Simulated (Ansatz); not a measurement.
**Relaxing a structure of Zr**

The start is a relaxed Zr cell, doubled along one cell vector, shaken by Gaussian noise of σ = 0.08 Å a coordinate. The structure is fully relaxed (lattice and positions, P = 0) with r2SCAN (plane waves to 500 eV, PAW, scalar-relativistic; Ansatz, a first-principles code). The first steps use a coarse 11×7×3 k-mesh.

Input geometry:
```
Zr
1.0
    3.00505     0.00000     0.00000
    0.00000     4.95874     0.00000
    0.00000     0.00000    10.91911
Zr
6
Direct
  0.49138   0.51031   0.01359
  0.52293   0.49009   0.50151
  0.00868   0.98862   0.24309
  0.99408   0.00810   0.74117
  0.44800   0.48050   0.25237
  0.52039   0.48241   0.74987
```

Q: How much energy is released per atom?

A: 0.86 eV/atom.

Q: How does the volume change?

A: -14.1 %, from 27.12 to 23.30 Å³/atom.

Q: How do the shortest distances between atoms change?

A: The closest pairs of elements (up to four, under 3.6 Å), start → end: Zr–Zr 2.61 → 2.83 Å.

Q: Is the relaxed structure metallic? Give its gap.

A: Zero (metallic).

Q: Write out the relaxed structure.

A: 
```cif
data_Zr12
_chemical_formula_sum 'Zr12'
_space_group_name_H-M_alt 'Cmcm'
_space_group_IT_number 63
_space_group_name_Hall '-C 2c 2'
_cell_length_a 3.15581
_cell_length_b 18.13233
_cell_length_c 4.88589
_cell_angle_alpha 90.000
_cell_angle_beta 90.000
_cell_angle_gamma 90.000
loop_
_atom_site_label
_atom_site_type_symbol
_atom_site_symmetry_multiplicity
_atom_site_Wyckoff_symbol
_atom_site_fract_x
_atom_site_fract_y
_atom_site_fract_z
_atom_site_occupancy
Zr1 Zr 4 c 0.00000 0.46065 0.25000 1
Zr2 Zr 4 c 0.00000 0.29087 0.25000 1
Zr3 Zr 4 c 0.00000 0.12117 0.25000 1
```
(The calculation used a cell of 6 atoms; values per cell refer to that cell.)

Final values are on a 15×15×10 k-mesh of the relaxed cell. The start holds a very short contact (Zr–Zr 2.61 Å). No spin polarisation in the result.

The relaxed structure here is a generated cell of Zr: the first start was made by a random draw of sites in a space group, and the end was not matched to a known phase here, so it may be hypothetical. Known forms of Zr include space group No. 194.
